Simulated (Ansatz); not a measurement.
Ga$_{2}$PN:
Space group P3m1 (No. 156); a = b = 3.5530 Å, c = 5.9024 Å, α = β = 90.00°, γ = 120.00°

```
atom  site  symmetry       x       y       z
----  ----  --------  ------  ------  ------
Ga      1a       3m.  0.0000  0.0000  0.4673
Ga      1c       3m.  0.6667  0.3333  0.0384
P       1a       3m.  0.0000  0.0000  0.8709
N       1c       3m.  0.6667  0.3333  0.3734
```

Relaxed at zero pressure with plane-wave PAW PBE (Ansatz code).

Task: The volume is lowered by 3 % and shape and atoms relax at that volume. What pressure results, and how do the axes share the change?

Result: 3.3 GPa; a -1.1 %, b -1.1 %, c -0.8 %; the energy rises by 5 meV/atom.

Task: Give the new structure.

Result: 
Space group P3m1 (No. 156); a = b = 3.514 Å, c = 5.854 Å, α = β = 90.00°, γ = 120.00°

```
atom  site  symmetry       x       y       z
----  ----  --------  ------  ------  ------
Ga      1a       3m.  0.0000  0.0000  0.4671
Ga      1c       3m.  0.6667  0.3333  0.0390
P       1a       3m.  0.0000  0.0000  0.8695
N       1c       3m.  0.6667  0.3333  0.3744
```

The phase is kept; no other phase was compared at this pressure.

The start of the workflow was typed in or built on a structure type; neither database checked (COD, Materials Project) lists it. Whether it is the stable phase at ambient conditions was not checked. Symmetry was held in the PBE relaxation; its stability against distortions is not shown here.

Potentials: the earlier of the program's two PAW sets.
